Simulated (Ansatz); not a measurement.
Question: Free-standing sheets of MoAs4Ge2, MA2Z4 (prismatic core, outer Z over the empty site)-type layer and Cr2CF2, M2XT2 MXene (fcc sites)-type layer are relaxed with PBE (plane waves, PAW; program Ansatz). Aligned at the vacuum level, what band offsets and what type of junction result?

Answer: MoAs4Ge2: VBM -4.96, CBM -4.50 eV; Cr2CF2: VBM -6.24, CBM -5.07 eV. Valence offset 1.28 eV (MoAs4Ge2 higher), conduction offset 0.57 eV (Cr2CF2 lower): type III (broken gap).

Mismatch of the primitive lattice constants: 3.688 against 3.039 Å, 21.4 %.

Natural alignment of Kohn–Sham levels: no interface dipole, strain or quasiparticle shift.

Spin orders computed, not proven ground states: Cr2CF2, M2XT2 MXene (fcc sites)-type layer antiferromagnetic. All cells were relaxed under the symmetry of their starts (and spin orders); stability against distortions was not tested throughout. Rows with no word on spin ran without spin polarisation. No Hubbard U is applied. Spin–orbit coupling is left out wherever it is not named. Constructed layers (a layer type filled with these elements): MoAs4Ge2, MA2Z4 (prismatic core, outer Z over the empty site)-type layer; Cr2CF2, M2XT2 MXene (fcc sites)-type layer.

Potentials: the later of the program's two PAW sets.
